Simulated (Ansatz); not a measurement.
TiGe2 in space group Fddd (No. 70; Ti on 8b, Ge on 16f), the program Ansatz at the r²SCAN level (PAW), all energies at zero smearing, with the estimated change up to a 700 eV cutoff added, with one set of potentials and settings (totals compare only within such a set). Cell of 6 atoms (2 Ti, 4 Ge): -22222.770 eV.

```csv
element,reference phase,E (eV/atom)
Ti,"P6/mmm, 3 atoms in the cell",-2504.3896
Ge,"Fd-3m, 2 atoms in the cell",-4302.9041
```

Formation energy per atom, worked out: (-22222.770 − 2×(-2504.3896) − 4×(-4302.9041))/6 = -0.396 eV/atom (-38 kJ per mol of atoms), at 0 K, without zero-point energy or fitted corrections.

The workflow started from a Materials Project entry (that database holds measured and hypothetical structures alike); the Crystallography Open Database files this formula in space group No. 70, but the cells were not matched. Whether it is the stable phase at ambient conditions was not checked. The r²SCAN relaxation kept the symmetry of its start; whether a distortion lowers the energy is not shown. The run is not spin-polarised. The references are the lowest solids computed at this level, not always the standard phases.

Potentials: the later of the program's two PAW sets.
